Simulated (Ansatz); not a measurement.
## Kick test of a cell of Be3CdSe4

The cell was found from a proposed guess, not taken from experiment.

Level of theory: Ansatz, DFT PBE, scalar-relativistic, plane waves, PAW. Settings: cutoff 420 eV, Γ-centred mesh 4×4×4 on the computed 16-atom cell, Gaussian smearing of 0.02 eV; no spin polarisation.

The cell below (16 atoms, space group Pmn2_1 (No. 31)) is relaxed within its symmetry.

```xyz
16
Lattice="7.6704 0.0000 0.0000 0.0000 6.6053 0.0000 0.0000 0.0000 6.2906" Properties=species:S:1:pos:R:3 pbc="T T T"
Be    0.0000    1.2074    3.1299
Be    1.9122    4.3692    3.1277
Be    5.7582    4.3692    3.1277
Be    3.8352    5.3980    6.2752
Be    5.7474    2.2361    6.2730
Be    1.9230    2.2361    6.2730
Cd    3.8352    1.0716    3.1647
Cd    0.0000    5.5337    0.0194
Se    0.0000    1.4025    5.3892
Se    2.1197    4.2859    5.3852
Se    5.5507    4.2859    5.3852
Se    0.0000    5.5808    2.6490
Se    3.8352    5.2028    2.2439
Se    5.9549    2.3195    2.2399
Se    1.7155    2.3195    2.2399
Se    3.8352    1.0245    5.7943
```

For the test it was strained at random (σ = 1.5 % a component), the atoms were moved at random (σ = 0.05 Å), and all was relaxed again on a coarse 2×2×2 mesh (in the run’s order of axes) with 0.10 eV smearing, with no symmetry imposed.

Q: What happens?

A: It returns, within 1 meV/atom of the unmoved cell on that mesh and with the same symmetry when read at 0.1 Å. So it is stable against the distortions that fit this cell and that this random move excites. Modes that don't fit the cell aren't tested.
